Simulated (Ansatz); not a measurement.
NaH (rock salt)

```xyz
2
Lattice="0.0000 2.3973 2.3973 2.3973 0.0000 2.3973 2.3973 2.3973 0.0000" Properties=species:S:1:pos:R:3 pbc="T T T"
Na     0.0000     0.0000     0.0000
H      2.3973     2.3973     2.3973
```

The slice is a {100} plane (indices of the conventional cell) through the point (0.000, 0.000, 0.000) (fractional), spanned by u = [100] and v = [0 1 -1] in vectors of this cell: u (3.39 Å) and v (3.39 Å, at 90° to u). It covers one period; positions are fractions (u, v).

The numbers are results of r2SCAN (plane waves to 500 eV, PAW, scalar-relativistic; Ansatz, a first-principles code), not measurements. k mesh 12×12×12. Near the nuclei the fields are pseudised (PAW); where an atom keeps semicore shells as valence, they peak there. NaH was relaxed with its symmetry unable to fall.

**Question.** What is the valence density on the shortest Na–H line in this plane (2.40 Å), at its minimum between the atoms?

**Answer.** 0.08 e/Å³.

**Question.** What is the ELF at the density minimum of the shortest Na–H line in this plane (2.40 Å)?

**Answer.** 0.0.

**Question.** Sketch the valence electron density on this plane as a map.

**Answer.** 
```
v \ u  0.00  0.15  0.30  0.45  0.60  0.75  0.90
-----  ----  ----  ----  ----  ----  ----  ----
0.90    1.1   0.3  -1.1  -1.3  -1.3  -0.8   0.7
0.75   -0.6  -0.9  -1.0  -0.8  -0.9  -1.1  -0.8
0.60   -1.5  -1.2  -0.7  -0.2  -0.3  -0.9  -1.3
0.45   -1.5  -1.2  -0.6   0.0  -0.2  -0.8  -1.3
0.30   -1.1  -1.2  -0.9  -0.6  -0.7  -1.0  -1.1
0.15    0.7  -0.2  -1.2  -1.2  -1.2  -0.9   0.3
0.00    1.3   0.7  -1.1  -1.5  -1.5  -0.6   1.1
```

Values: log₁₀ of the valence density in e/Å³. The scale is logarithmic, as a density can span decades between atoms and voids.
